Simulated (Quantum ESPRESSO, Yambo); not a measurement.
At a photon energy of 7.12 eV, RPA with local fields on PBEsol bands shifted by a G0W0 scissor of 1.82 eV (Quantum ESPRESSO and Yambo; 6×6×2 mesh, 174 bands, 4 Ry local-field block, 0.2 eV broadening) gives ε = 4.71 + 4.02i for CaI2 (CdI2 type, space group P-3m1, No. 164), field along x. Axes are Cartesian, with cell vectors (Å) (4.43, 0.00, 0.00), (-2.22, 3.84, 0.00), (0.00, 0.00, 6.92).

Question: Work out n, κ, the normal-incidence reflectivity, the absorption coefficient and the penetration depth.

Answer: 
|ε| = 6.19; n = √((|ε| + ε1)/2) = 2.33, κ = √((|ε| − ε1)/2) = 0.86. R = ((n − 1)² + κ²)/((n + 1)² + κ²) = 0.21. α = 2Eκ/(ħc) with ħc = 197.327 eV nm: 0.0621 per nm = 6.2 × 10⁵ per cm, a 1/e depth of 16 nm. The computed direct gap is 5.59 eV, and the energy scale of the real crystal may differ from it. Excitonic effects are left out, and values at one energy depend on mesh and broadening. The scissor comes from a G0W0 run whose convergence isn't established. Convergence of the RPA response with its 6×6×2 mesh was not tested.

Spin-orbit coupling is included.

Geometry relaxed with PBE+D3(BJ); primitive cell a = 4.4322 Å, b = 4.4322 Å, c = 6.9195 Å, α = 90.00°, β = 90.00°, γ = 120.00°.
